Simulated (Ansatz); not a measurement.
InAs (zinc blende), conventional cell a = b = c = 6.1867 Å, α = β = γ = 90.00°. The calculation uses the primitive cell of 2 atoms, to which meshes and values per cell refer.

E(V) scan at fixed shape, V₀ the volume above. Symmetry pins the atoms to their sites.

Computed with PBE (plane waves to 420 eV, PAW, scalar-relativistic; Ansatz, an electronic-structure program). k mesh 10×10×10 (Γ-centred), Fermi-Dirac smearing 0.05 eV. E stands for the smeared free energy. Stress and pressure are positive under compression. At this level the bands of InAs touch or barely overlap; measurements give the solid a gap. InAs was relaxed with its symmetry unable to fall. ΔE is measured from the relaxed starting cell.

```
V (Å³/cell)  ΔE (kJ/mol of atoms)  P (GPa)
-----------  --------------------  -------
49.73                        15.4        …
52.10                           …      8.4
54.46                         3.2      4.9
56.83                         0.7      2.2
59.20                         0.0      0.0
61.57                         0.6     -1.7
63.93                           …     -3.1
66.30                         5.0     -4.2
68.67                         8.3     -5.0
```

Problem. Complete the blanks.

Solution. 
- 49.73, P (GPa): 12.8
- 52.10, ΔE (kJ/mol of atoms): 7.9
- 63.93, ΔE (kJ/mol of atoms): 2.4

(A scan under strain: stresses follow from slopes of the energy per volume, elastic moduli from its curvatures.)
